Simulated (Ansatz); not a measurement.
Given:

ZnAg:
```
ZnAg
1.0
    3.14100     0.00000     0.00000
    0.00000     3.14100     0.00000
    0.00000     0.00000     3.14100
Zn Ag
1 1
Direct
  0.50000   0.50000   0.50000
  0.00000   0.00000   0.00000
```

This is the r²SCAN-relaxed structure.

**Question.** All from DFT-r²SCAN in the program Ansatz with PAW potentials, unless another level is named. Estimate the formation energy from the elements (no fitted shifts).

**Answer.** -0.030 eV/atom.

**Question.** And the density of states at the Fermi level?

**Answer.** 0.24 states/eV per atom (mean over ±0.08 eV).

Space group Pm-3m (CsCl type). The workflow started from a Materials Project entry (that database holds measured and hypothetical structures alike); the Crystallography Open Database files this formula in space group No. 221, but the cells were not matched. Whether it is the stable phase at ambient conditions was not checked. The cell was relaxed with r²SCAN under the symmetry of its start; whether a distortion lowers the energy is not shown. No spin polarisation was allowed. The references are the lowest solids computed at this level, not always the standard phases. Spin–orbit coupling is left out wherever it is not named.

Potentials: the later of the program's two PAW sets.
